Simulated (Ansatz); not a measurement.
## Profile along the Sn–Se line in SnSe (rock salt)

SnSe (rock salt)

```cif
data_Se4Sn4
_chemical_formula_sum 'Sn4 Se4'
_space_group_name_H-M_alt 'Fm-3m'
_space_group_IT_number 225
_space_group_name_Hall '-F 4 2 3'
_cell_length_a 5.94954
_cell_length_b 5.94954
_cell_length_c 5.94954
_cell_angle_alpha 90.000
_cell_angle_beta 90.000
_cell_angle_gamma 90.000
loop_
_atom_site_label
_atom_site_type_symbol
_atom_site_symmetry_multiplicity
_atom_site_Wyckoff_symbol
_atom_site_fract_x
_atom_site_fract_y
_atom_site_fract_z
_atom_site_occupancy
Sn1 Sn 4 a 0.00000 0.00000 0.00000 1
Se1 Se 4 b 0.50000 0.50000 0.50000 1
```
(The calculation used a cell of 2 atoms; values per cell refer to that cell.)

Fields along a shortest Sn–Se line of a {100} plane (2.97 Å), from Sn to Se, interpolated on the slice's grid (step about 0.2 Å). The numbers are results of PBEsol (plane waves to 420 eV, PAW, scalar-relativistic; Ansatz, a quantum-chemistry and plane-wave program), not measurements. k mesh 10×10×10. These are valence fields of a PAW run, semicore shells included where kept as valence: close to a nucleus they are smooth pseudo fields. SnSe was relaxed with its symmetry unable to fall. This is one of several known forms of SnSe; the measured ambient cells at hand have space group No. 62.

```csv
distance from Sn (Å),valence electron density (e/Å³),electron localisation function,density of the highest valence band (e/Å³),density of the lowest conduction band (e/Å³)
0.00,16.46,x,0.021,0.003
0.15,14.78,x,0.028,0.009
0.30,10.77,x,0.044,0.013
0.45,6.52,x,0.061,0.009
0.59,3.42,0.16,0.073,0.015
0.74,1.66,0.29,0.077,0.036
0.89,0.81,0.35,0.073,0.055
1.04,0.45,0.32,0.061,0.059
1.19,0.30,0.31,0.049,0.052
1.34,0.24,0.33,0.040,0.040
1.49,0.24,0.40,0.039,0.031
1.63,0.28,0.53,0.046,0.026
1.78,0.36,0.67,0.061,0.028
1.93,0.52,0.75,0.087,0.039
2.08,0.74,0.79,0.120,0.059
2.23,1.32,0.78,0.152,0.086
2.38,3.17,0.70,0.166,0.109
2.52,8.49,x,0.149,0.113
2.67,20.44,x,0.099,0.096
2.82,36.92,x,0.044,0.073
2.97,45.39,x,0.020,0.062
```

x: too close to a nucleus for the ELF to mean much. Band densities are of whole bands, smooth part only.

Density on the Sn–Se line (2.97 Å) at its density minimum, 1.4 Å from Sn: 0.24 e/Å³. ELF at that point: 0.4. Character of the Sn–Se contact (rough rule: ELF there above 0.7 covalent, below 0.2 ionic, polar between): polar, between covalent and ionic.
